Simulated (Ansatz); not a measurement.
Relaxation of CrO2

Theory: DFT PBEsol, scalar-relativistic, plane waves, PAW in Ansatz. Run with 420 eV cutoff, 8×8×12 k-mesh, Gaussian smearing of 0.10 eV, collinear spin.

What was changed: uniaxial strain along a, with b, c and atoms relaxed: -1.5 %.

Command:

```bash
ansatz run input.yaml --threads 1 --pin off --max-ram 2560MiB --backend cpu --events-out ev --progress --plain --runs-dir out
```

Input:

```yaml
crystal:
  lattice:
    - [4.3263379027, 0.0, 0.0]
    - [0.0, 4.4086920506, 0.0]
    - [0.0, 0.0, 2.8985565605]
  atoms:
    - { symbol: Cr, position: [0.0, 0.0, 0.5], spin: 1.87 }
    - { symbol: Cr, position: [0.5, 0.5, 0.0], spin: 1.87 }
    - { symbol: O, position: [0.1966953598, 0.1966953598, 0.0] }
    - { symbol: O, position: [0.3033046402, 0.6966953598, 0.5] }
    - { symbol: O, position: [0.8033046402, 0.8033046402, 0.0] }
    - { symbol: O, position: [0.6966953598, 0.3033046402, 0.5] }
basis:
  ecutwfc: 420
kpoints:
  mp_grid: { grid: [8, 8, 12] }
hamiltonian:
  xc: pbesol
scf:
  occupations: { method: gaussian, width: 0.1 }
output:
  forces: true
  stress: true
  eigenvalues: true
  populations: true
magnetization:
  spin_polarized: true
relax:
  adjacent_minimum: "off"
  f_tol: 0.008
  max_steps: 40
  cell: { stress_tol: 0.015, fix: [a, angles] }
```

F is the free energy. Steps run on the plane waves of an earlier cell, but the last one, and at times one on the way, on a freshly chosen basis, so a repeated geometry can differ a little in energy. The held parts of the cell keep their stress, so P needn't end at zero.

Steps:

```tsv
step	F − F(1) (eV)	largest force component (eV/Å)	V (Å³/atom)	P (GPa)
1	0.0000	0.033	9.214	1.74
2	-0.0011	0.038	9.229	1.29
3	-0.0025	0.007	9.250	0.62
4	-0.0027	0.003	9.244	0.84
5	-0.0026	0.001	9.249	0.69
6	-0.0026	0.000	9.248	0.71
7	-0.0039	0.000	9.248	0.76
8	-0.0038	0.000	9.250	0.71
9	-0.0039	0.000	9.250	0.71
```

Relaxed structure:

```xyz
6
Lattice="4.3263 0.0000 0.0000 0.0000 4.4345 0.0000 0.0000 0.0000 2.8927" Properties=species:S:1:pos:R:3 pbc="T T T"
Cr    0.0000    0.0000    1.4464
Cr    2.1632    2.2172    0.0000
O     0.8765    0.8468    0.0000
O     1.2867    3.0640    1.4464
O     3.4499    3.5877    0.0000
O     3.0396    1.3705    1.4464
```

The structure is orthorhombic, space group Pnnm (No. 58). Conventional cell: a = 4.326 Å, b = 4.434 Å, c = 2.893 Å, α = 90.00°, β = 90.00°, γ = 90.00°. Cr (site symmetry 2/m) is surrounded by 6 O at 1.88 to 1.89 Å. O (site symmetry m) has 3 Cr at 1.88 to 1.89 Å as nearest neighbours.

The run converged. The run took 2.8 min on 1 thread of Intel(R) Xeon(R) 6975P-C (Granite Rapids) (shared host), peak memory 0.78 GiB.